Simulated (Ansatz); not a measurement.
## Hf₄N₂O: zone-centre modes

Computed with Ansatz 0.2.0, DFT PBE, scalar-relativistic, plane waves, PAW. Cutoff 420 eV, 12×12×4 k-points (Γ-centred), Gaussian smearing of 0.10 eV. No spin polarisation. Phonons by linear response, acoustic sum rule imposed.

Relaxed structure:
```xyz
7
Lattice="3.1787 0.0000 0.0000 -1.5894 2.7529 0.0000 0.0000 0.0000 10.7964" Properties=species:S:1:pos:R:3 pbc="T T T"
Hf    1.5894    0.9176    9.3160
Hf    1.5894    0.9176    4.1130
Hf    0.0000    1.8352    1.4803
Hf    0.0000    1.8352    6.6834
N     0.0000    0.0000    8.0167
N     0.0000    0.0000    2.7797
O     0.0000    0.0000    0.0000
```

It was reached by relaxing an invented guess, and it needn't be the stable form of this composition. In a metal, frequencies depend on the k mesh and the smearing, soft modes most. Spin–orbit coupling is left out, which matters for heavy elements.

Optical modes at Γ:
```csv
frequency (THz),degeneracy
1.63,2
2.45,2
2.70,2
3.85,1
4.63,1
5.28,1
7.96,2
12.38,1
14.29,1
14.77,2
14.95,2
15.15,1
```

All 18 optical modes at Γ are real: no displacement of atoms at fixed cell lowers the energy to second order. Strains and modes at other wave vectors aren't tested by this run.
